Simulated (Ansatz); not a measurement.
CaF₂:
```
CELL_PARAMETERS angstrom
      0.00000     2.75545     2.75545
      2.75545     0.00000     2.75545
      2.75545     2.75545     0.00000
ATOMIC_POSITIONS crystal
  Ca 0.00000 0.00000 0.00000
  F  0.25000 0.25000 0.25000
  F  0.75000 0.75000 0.75000
```

Relaxed with PBE.

Task: Give the Bader charges and basin volumes of the independent atoms, PBE in the plane-wave PAW code Ansatz.

Result: 

```json
[
 {"atom": "Ca1", "Bader charge (e)": "+1.67", "Bader volume (Å³)": "11.7"},
 {"atom": "F2", "Bader charge (e)": "-0.83", "Bader volume (Å³)": "15.0"}
]
```

Space group Fm-3m (fluorite). The cell was relaxed with PBE under the symmetry of its start.

Potentials: the later of the program's two PAW sets.
